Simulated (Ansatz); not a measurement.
Relaxed-ion elastic tensor of Ag3Pt (Cu3Au type, Pm-3m) in GPa (Voigt order), plane-wave PAW LDA (Ansatz code); density 13.81 g/cm³, 15.59 Å³ per atom.

|  | 1 | 2 | 3 | 4 | 5 | 6 |
|---|---|---|---|---|---|---|
| 1 | 207 | 158 | 158 | 0.0 | 0.0 | 0.0 |
| 2 | 158 | 207 | 158 | 0.0 | 0.0 | 0.0 |
| 3 | 158 | 158 | 207 | 0.0 | 0.0 | 0.0 |
| 4 | 0.0 | 0.0 | 0.0 | 67.1 | 0.0 | 0.0 |
| 5 | 0.0 | 0.0 | 0.0 | 0.0 | 67.1 | 0.0 |
| 6 | 0.0 | 0.0 | 0.0 | 0.0 | 0.0 | 67.1 |

Task: Is the crystal mechanically stable?

Result: Yes: the smallest eigenvalue of C is 48.7 GPa.

Task: Work out the Voigt, Reuss and Hill averages.

Result: K_V = 174, K_R = 174, K_H = 174; G_V = 50.0, G_R = 39.4, G_H = 44.7 GPa.

Task: Give Young's modulus, Poisson's ratio, Pugh's ratio and the universal anisotropy index.

Result: E = 9KG/(3K + G) = 124 GPa; ν = 0.38; K/G = 3.90 (ductile by the Pugh limit of 1.75); A_U = 5G_V/G_R + K_V/K_R − 6 = 1.34.

Task: Estimate the sound speeds and the Debye temperature.

Result: v_l = √((K + 4G/3)/ρ) = 4120 m/s, v_t = √(G/ρ) = 1800 m/s, mean 2030 m/s; Θ = (h/k)(3n/4πV)^(1/3) v_m = 242 K.

Task: Give the Zener ratio and Young's modulus along [100], [110] and [111].

Result: A = 2C44/(C11 − C12) = 2.76; 1/E = S11 − 2(S11 − S12 − S44/2)Γ with Γ = 0, 1/4, 1/3 gives 69.8, 128, 178 GPa.

The first step of the workflow began from a Materials Project structure, measured or hypothetical; the Crystallography Open Database files this formula in space group No. 221, but the cells were not matched. Its standing as an ambient phase is unchecked. The cell was relaxed with LDA under the symmetry of its start; of distortions, only those at the zone centre were tested. The run is not spin-polarised. As this level gives no gap, shear constants depend on the k-mesh and smearing (Fermi–Dirac, 0.1 eV here). Scalar-relativistic: spin–orbit coupling is off unless named, which matters more the heavier the elements.

Potentials: the later of the program's two PAW sets.
